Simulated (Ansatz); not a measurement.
Ta₄C₃ in space group R-3m (No. 166; Ta on 6c, C on 6c, Ta on 6c, C on 3a), PBE in the plane-wave PAW code Ansatz, all energies at zero smearing, with the estimated change up to a 700 eV cutoff added, with one set of potentials and settings (totals compare only within such a set). Cell of 7 atoms (4 Ta, 3 C): -40490.192 eV.

```
element                reference phase  E (eV/atom)
-------  -----------------------------  -----------
Ta          Im-3m, 1 atoms in the cell   -9933.2341
C        P6_3/mmc, 4 atoms in the cell    -250.9463
```

Formation energy per atom, worked out: (-40490.192 − 4×(-9933.2341) − 3×(-250.9463))/7 = -0.631 eV/atom (-61 kJ per mol of atoms), at 0 K, without zero-point energy or fitted corrections.

The start of the workflow was typed in or built on a structure type; neither database checked (COD, Materials Project) lists it. Whether it is the stable phase at ambient conditions was not checked. The PBE relaxation kept the symmetry of its start; whether a distortion lowers the energy is not shown. No spin polarisation was allowed. The references are the lowest solids computed at this level, not always the standard phases. Scalar-relativistic: spin–orbit coupling is off unless named, which matters more the heavier the elements.

Potentials: the earlier of the program's two PAW sets.
